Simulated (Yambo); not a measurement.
CsGeBr3 (cubic perovskite, space group Pm-3m, No. 221), G0W0@LDA in Yambo (2×2×2 mesh, plasmon pole; 8 Ry block, no terminator). The number N of bands in W and G is varied.

```tsv
N	x = 1/N	gap R → R (eV)	shift of the valence edge (eV)
104	0.00962	1.248	-0.031
161	0.00621	1.273	-0.271
231	0.00433	1.317	-0.447
303	0.00330	?	?
```

**Question.** Basis-set arguments suggest E = E∞ + A x. Fix A and E∞ from the two rows above the withheld one, predict the row at 303 bands, and test the form.

**Answer.** Gap: A = (1.317 − (1.273))/(0.00433 − 0.00621) = -23.4, E∞ = 1.418 eV, so 1.341 eV is predicted; the run gave 1.353 eV (miss 12 meV). The first two rows have slope -7.33, so the form doesn't hold yet over the whole range. Shift: A = (-0.447 − (-0.271))/(0.00433 − 0.00621) = 93.6, E∞ = -0.852 eV, so -0.543 eV is predicted; the run gave -0.550 eV (miss 7 meV). The first two rows have slope 70.4, so the form doesn't hold yet over the whole range. The other settings are held fixed.

The standard potential for Ge keeps a d shell in the valence without the s and p states of that shell. In tests on such compounds this moved G0W0 gaps by up to about 0.9 eV, so absolute quasiparticle energies here are unreliable; differences between settings are what counts.

Spin-orbit coupling is not included.

Geometry of the Materials Project entry, not relaxed at this level; primitive cell a = b = c = 5.5333 Å, α = β = γ = 90.00°.

The structure is a Materials Project entry; no match was found in the copy of COD used, and its stability was not checked.

A shift is the quasiparticle energy of the state minus its LDA energy.
